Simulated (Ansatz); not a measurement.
A structure of Bi2Se3 relaxed with PBEsol (plane waves to 420 eV, PAW, scalar-relativistic; Ansatz, a first-principles code); single points at other levels follow on the same geometry (Ansatz, PAW; HSE06 at 420 eV on a 6×6×6 k-mesh; no spin-orbit coupling). Space group R-3m (No. 166).

```
CELL_PARAMETERS angstrom
      2.06612     1.19288     9.51380
     -2.06612     1.19288     9.51380
      0.00000    -2.38575     9.51380
ATOMIC_POSITIONS crystal
  Bi 0.90037 0.90037 0.90037
  Bi 0.09963 0.09963 0.09963
  Se 0.50000 0.50000 0.50000
  Se 0.71142 0.71142 0.71142
  Se 0.28858 0.28858 0.28858
```

```
level   gap (eV)    kind  conduction minimum
------  --------  ------  ------------------
PBEsol      0.11  direct                   Γ
HSE06       0.61       –                   Γ
```

No spin polarisation in the result.

It was reached from a disturbed copy of a R-3m (No. 166) cell (AFLOW prototype A2B3_hR5_166_c_ac (C33, as in Bi2Te3)), against which it lies under 1 meV/atom.
